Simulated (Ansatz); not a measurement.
**Structure relaxation, SnTe**

The start is a generated cell, SnTe placed in the 4H structure type. A full variable-cell relaxation at zero pressure is run with r2SCAN (plane waves to 500 eV, PAW, scalar-relativistic; Ansatz, a first-principles code). First-step values are on the input's coarse k-mesh.

Ansatz input (later rounds restart from its end on a renewed k-mesh):
Ansatz 0.2 input:
```yaml
crystal:
  lattice:
    - [4.881732, 0, 0]
    - [-2.440866, 4.227704, 0]
    - [0, 0, 15.981538]
  atoms:
    - { symbol: Sn, position: [0, 0, 0] }
    - { symbol: Sn, position: [0, 0, 0.5] }
    - { symbol: Sn, position: [0.66666667, 0.33333333, 0.75018] }
    - { symbol: Sn, position: [0.33333333, 0.66666667, 0.25018] }
    - { symbol: Te, position: [0, 0, 0.81216] }
    - { symbol: Te, position: [0, 0, 0.31216] }
    - { symbol: Te, position: [0.66666667, 0.33333333, 0.56329] }
    - { symbol: Te, position: [0.33333333, 0.66666667, 0.06329] }
basis: { ecutwfc: 500, ecutrho_ratio: 4, xc_grid: 4, fft_grid_basis: typed }
kpoints: { mp_grid: { grid: [6, 6, 2] } }
hamiltonian:
  xc: r2scan
  dispersion: none
  pseudopotentials: { azcp: { folder: ./paw }, kind: paw }
scf: { occupations: { method: fermi_dirac, width: 0.05 } }
relax: { f_tol: 0.01, max_steps: 100, cell: { stress_tol: 0.02 } }
output: { forces: true, stress: true }
```

```yaml
initial_pressure: "+3.4 GPa (positive: the cell is compressed)"
outcome: The space group stays P6₃mc (No. 186) (the run could not lower it), with 8 atoms in the primitive cell
energy_released: 0.17 eV/atom
volume_change: -2.6 %, from 41.23 to 40.17 Å³/atom
Shortest distances (start → end): "The closest pairs of elements (up to four, under 3.6 Å), start → end: Sn–Te 2.99 → 2.98 Å"
band_gap_at_the_end: 0.61 eV, indirect (valence top at K, conduction bottom at k = (0.1429, 0.1429, 0.3333)) (no spin-orbit coupling)
optimiser_moves: 14
```

Final structure:

Space group P6₃mc (No. 186); a = b = 5.4098 Å, c = 12.6802 Å, α = β = 90.00°, γ = 120.00°

```json
[
 {"atom": "Sn", "site": "2a", "symmetry": "3m.", "x": "0.0000", "y": "0.0000", "z": "0.0246"},
 {"atom": "Sn", "site": "2b", "symmetry": "3m.", "x": "0.3333", "y": "0.6667", "z": "0.2740"},
 {"atom": "Te", "site": "2a", "symmetry": "3m.", "x": "0.0000", "y": "0.0000", "z": "0.2881"},
 {"atom": "Te", "site": "2b", "symmetry": "3m.", "x": "0.3333", "y": "0.6667", "z": "0.0389"}
]
```

Final values are on a 7×7×3 k-mesh of the relaxed cell. No spin polarisation in the result. Spin-orbit coupling is missing; with elements this heavy it can move band edges by tenths of an eV or more.

The run could not lose the symmetry of its start, so the end can be a saddle point.

The relaxed structure here is a generated cell of SnTe: the first start was made by placing the elements on the sites of a structure type, and the end was not matched to a known phase here, so it may be hypothetical. Known forms of SnTe include space group No. 225.
